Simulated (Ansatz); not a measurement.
Suppose LiBe2 takes space group P-3m1 (No. 164), with Li on 1a; Be on 2d. Recipe of this trial structure of LiBe2: ordered superstructure of bcc (sublattice all; occupants of the shared sites, in ratio, Li: 1, Be: 2).

Level of theory: Ansatz, DFT PBE, scalar-relativistic, plane waves, PAW. Cutoff 420 eV, Γ-centred mesh, Gaussian smearing, no spin polarisation.

Energies over the elements count from the elements' standard structures at the same level, with no fitted energy shifts.

Q: Give the relaxed lattice parameters and positions.

A:

Space group P-3m1 (No. 164). a = 3.844 Å, b = 3.844 Å, c = 2.199 Å, α = 90.00°, β = 90.00°, γ = 120.00°
```tsv
atom	site	symmetry	x	y	z
Li	1a	-3m.	0.0000	0.0000	0.0000
Be	2d	3m.	0.6667	0.3333	0.7098
```

Li is surrounded by 2 Li at 2.20 Å, 6 Be at 2.31 Å and 6 Be at 2.71 Å; around Be lie 2 Be at 2.20 Å, 3 Li at 2.31 Å, 3 Be at 2.40 Å, 3 Be at 2.56 Å and 3 Li at 2.71 Å. Another local minimum with the same sites may exist.

Q: Where does its energy lie, and is it a metal?

A: The formation energy is +0.13 eV/atom and the gap on the 12×12×20 mesh of the 3-atom cell is 0 eV (a metal). It can't be a ground state, since the elements alone are lower.

The last run used Gaussian smearing of 0.10 eV. A later test with randomly moved atoms came back to the same energy, though modes that don't fit the test's cell weren't probed.
